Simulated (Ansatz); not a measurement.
Data:

Ta3Sn:
```
Ta3Sn
1.0
    5.26030     0.00000     0.00000
    0.00000     5.26030     0.00000
    0.00000     0.00000     5.26030
Sn Ta
2 6
Direct
  0.00000   0.00000   0.00000
  0.50000   0.50000   0.50000
  0.25000   0.00000   0.50000
  0.50000   0.75000   0.00000
  0.75000   0.00000   0.50000
  0.50000   0.25000   0.00000
  0.00000   0.50000   0.75000
  0.00000   0.50000   0.25000
```

This is the PBEsol-relaxed structure.

### Question
All from plane-wave PAW PBEsol (Ansatz code), unless another level is named. Estimate the Poisson's ratio.

### Answer
0.40.

### Question
What about the elastic constants (relaxed ions, GPa)?

### Answer
C11 = 331, C12 = 124, C44 = 21.1.

Space group Pm-3n (A15 (Cr3Si type)). The workflow started from an entry of the Crystallography Open Database (COD). Its standing as an ambient phase is unchecked. Symmetry was held in the PBEsol relaxation; its stability against distortions is not shown here. No spin polarisation was allowed. As this level gives no gap, shear constants depend on the k-mesh and smearing (Fermi–Dirac, 0.1 eV here). Spin–orbit coupling is left out wherever it is not named.

Potentials: the later of the program's two PAW sets.
